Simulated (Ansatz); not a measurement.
Total density of states per atom from LDA (plane waves, PAW; program Ansatz), in 0.25 eV bins, energy from the valence-band maximum:

(E (eV), states/eV/atom): (-7.85, 0.00); (-7.60, 0.25); (-7.35, 1.38); (-7.10, 0.66); (-6.85, 0.38); (-6.60, 0.00); (-6.35, 0.00); (-6.10, 0.00); (-5.85, 0.00); (-5.60, 0.00); (-5.35, 0.00); (-5.10, 0.00); (-4.85, 0.00); (-4.60, 0.00); (-4.35, 0.00); (-4.10, 0.00); (-3.85, 0.00); (-3.60, 0.00); (-3.35, 0.03); (-3.10, 0.77); (-2.85, 0.84); (-2.60, 0.75); (-2.35, 0.97); (-2.10, 1.67); (-1.85, 1.19); (-1.60, 0.76); (-1.35, 1.16); (-1.10, 2.66); (-0.85, 2.01); (-0.60, 0.96); (-0.35, 1.06); (-0.10, 1.18); (0.15, 0.00); (0.40, 0.00); (0.65, 0.00); (0.90, 0.00); (1.15, 0.00); (1.40, 0.00); (1.65, 0.00); (1.90, 0.00); (2.15, 0.00); (2.40, 0.03); (2.65, 0.09); (2.90, 0.25); (3.15, 0.91); (3.40, 1.09); (3.65, 1.33); (3.90, 2.18); (4.15, 1.65); (4.40, 0.43); (4.65, 0.06); (4.90, 0.00); (5.15, 0.00); (5.40, 0.20); (5.65, 0.49); (5.90, 1.10); (6.15, 0.83)

Q: Pick the material that matches.
A) PbS, square layer
B) PtSe2, 1T layer
C) PbI2, 1T layer
D) HfS2, 1T layer

A: C, PbI2, 1T layer

Space group P-3m1 (1T). A layer that has been made, often on a substrate. The cell was relaxed with LDA under the symmetry of its start; its stability against distortions is not shown here. Spin–orbit coupling is left out wherever it is not named.

Potentials: the later of the program's two PAW sets.
